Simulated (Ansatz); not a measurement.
BeS:
```
CELL_PARAMETERS angstrom
      3.41176     0.00000     0.00000
     -1.70588     2.95467     0.00000
      0.00000     0.00000     5.62487
ATOMIC_POSITIONS crystal
  Be 0.33333 0.66667 0.99946
  S  0.66667 0.33333 0.12554
  Be 0.66667 0.33333 0.49946
  S  0.33333 0.66667 0.62554
```

Cartesian axes are those of the cell as given.

Question: Give the proper piezoelectric stress tensor with relaxed ions from plane-wave PAW PBEsol (Ansatz code).

Answer: In C/m², rows x, y, z, Voigt columns; mesh uncertainty up to 0.00.
```
 0.00   0.00   0.00   0.00  -0.05   0.00
 0.00   0.00   0.00  -0.05   0.00   0.00
-0.04  -0.04   0.21   0.00   0.00   0.00
```

The elastic tensor of the same run (GPa):

```
 191  57.1  39.2   0.0   0.0   0.0
57.1   191  39.2   0.0   0.0   0.0
39.2  39.2   220   0.0   0.0   0.0
 0.0   0.0   0.0  54.5   0.0   0.0
 0.0   0.0   0.0   0.0  54.5   0.0
 0.0   0.0   0.0   0.0   0.0  66.8
```

Question: Convert to strain constants d = e·S.

Answer: In pC/N:
```
 0.0   0.0   0.0   0.0  -1.0   0.0
 0.0   0.0   0.0  -1.0   0.0   0.0
-0.3  -0.3   1.1   0.0   0.0   0.0
```

Space group P6_3mc (wurtzite). The start of the workflow was typed in or built on a structure type; neither database checked (COD, Materials Project) lists it. COD files the formula under space group No. 216, so this cell is another polymorph or a model. Whether it is the stable phase at ambient conditions was not checked. The cell was relaxed with PBEsol under the symmetry of its start; phonons on a q-mesh show no instability.

Potentials: the later of the program's two PAW sets.
